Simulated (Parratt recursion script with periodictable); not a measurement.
**Thickness fringes of films on Si (Neutron reflectivity)**

Calculation: specular neutron reflectivity, Parratt recursion, Névot-Croce roughness, natural isotopes, no magnetic scattering; Parratt recursion script with periodictable 1.7.1.

Neutron wavelength 5.5 Å. Q is scanned from 0.004 to 0.25 Å⁻¹ in 600 evenly spaced points, and the curve is smoothed with a Gaussian of 0.001 Å⁻¹ full width. A minimum is a scan point below both neighbours, placed by a parabola through ln R at the three points.

Each run is one film on Si (density 2.313 g/cm³, ρ = 2.059 × 10⁻⁶ Å⁻², rms roughness 3.2 Å) under vacuum. The film surface has an rms roughness of 5.9 Å in all runs. ρ and ρ″ are the real and imaginary parts of the scattering length density. The table lists all minima between 0.03 and 0.175 Å⁻¹.

```
run  film  thickness d (Å)  density (g/cm³)  ρ (10⁻⁶ Å⁻²)  ρ″ (10⁻⁶ Å⁻²)                                                       minima at Q (Å⁻¹)
---  ----  ---------------  ---------------  ------------  -------------  ----------------------------------------------------------------------
A      Hf              300           11.316         2.967        0.01105                  0.0444, 0.0646, 0.0851, 0.1058, 0.1266, 0.1474, 0.1682
B      Hf              375           11.316         2.967        0.01105  0.0363, 0.0522, 0.0685, 0.0850, 0.1015, 0.1181, 0.1348, 0.1515, 0.1681
C      Hf              150           11.316         2.967        0.01105                                                                       ?
```

Densities are inputs, not measurements. They were set from computed cells of the Materials Project: Hf from entry mp-103 (P6₃/mmc, 13.313 g/cm³, taken at 85 %); Si from entry mp-149 (Fd-3m, 2.313 g/cm³). A layer's crystal structure does not enter its constants, only its composition and density.

**Question.** How many minima does run C have between 0.03 and 0.175 Å⁻¹, and where?

**Answer.** Inside a film the fringe order is m = (d/2π)(Q² − 16πρ)^½, with the film's own ρ. Where the film's ρ lies above the substrate's, its two faces reflect with opposite signs, and minima are expected at whole m.

- Run A, ρ above the substrate's: the minima give m = 2.04, 3.03, 4.02, 5.02, 6.02, 7.01, 8.01.
- Run B, ρ above the substrate's: the minima give m = 2.04, 3.03, 4.02, 5.02, 6.01, 7.01, 8.01, 9.01, 10.01.

In run C the film's ρ lies above the substrate's, so take whole m. The window runs from m = 0.65 to 4.17 and holds m = 1, 2, 3, 4. Then Q² = 16πρ + (2πm/d)² gives Q = 0.0436, 0.0847, 0.1263, 0.1680 Å⁻¹.

The run has 4 minima, at 0.0471, 0.0864, 0.1274, 0.1688 Å⁻¹. The largest distance from one of them to an estimated minimum is 0.0035 Å⁻¹, against a mean spacing of 0.0406 Å⁻¹.
